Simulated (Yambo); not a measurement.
Yambo run on RbScF₄ (space group Cmcm, No. 63). The wavefunctions are norm-conserving PBEsol (Quantum ESPRESSO, 84 Ry, no spin-orbit coupling) ones on a 4×4×1 mesh (48 occupied bands); a = 6.786 Å, b = 6.786 Å, c = 8.013 Å, α = 90.00°, β = 90.00°, γ = 144.80°.

Yambo input:

```
rim_cut
gw0
dyson
el_el_corr
HF_and_locXC
ppa
em1d
RandQpts= 1000000
RandGvec= 1 Ry
EXXRLvcs= 84 Ry
VXCRLvcs= 336 Ry
Chimod= "HARTREE"
% BndsRnXp
 3 | 124 |
%
NGsBlkXp= 6 Ry
% LongDrXp
 1.0 | 1.0 | 1.0 |
%
PPAPntXp= 27.2114 eV
% GbndRnge
 1 | 240 |
%
GTermKind= "BG"
DysSolver= "n"
ExtendOut
% QPkrange
 1 | 1 | 48 | 49 |
 4 | 4 | 48 | 48 |
 7 | 7 | 49 | 49 |
%
```

k points by index: 1 = Γ, 4 = (0.25, 0.25, 0), 7 = (-0.5, -0.5, 0).

Table of the .qp output:

```
#    K-point    Band    Eo [eV]    E [eV]    E-Eo [eV]    Vxc [eV]    Vnlxc [eV]    Sc|Eo [eV]    Sc|E [eV]    dSc/dw|Eo [eV]    Re(Z)    Im(Z)
#
    1    48    -0.058861    -2.333002    -2.274141    -21.92947    -29.63051    4.844878    5.426898    -6.963592    0.796234    -0.001471
    1    49    6.021495    9.257083    3.235588    -17.34795    -9.111105    -4.338792    -5.001261    -5.571052    0.830058    -0.001326
    4    48    0.000000    -2.253786    -2.253786    -22.22422    -29.98153    4.925843    5.503525    -6.974116    0.795989    -0.001447
    7    49    6.020151    9.254734    3.234583    -17.34138    -9.107711    -4.337103    -4.999090    -5.568733    0.830116    -0.001325
```
(The two width columns are left out.) Convergence of these settings isn't established.

Geometry of the Materials Project entry, not relaxed at this level.

The structure is a Materials Project entry; no match was found in the copy of COD used, and its stability was not checked.
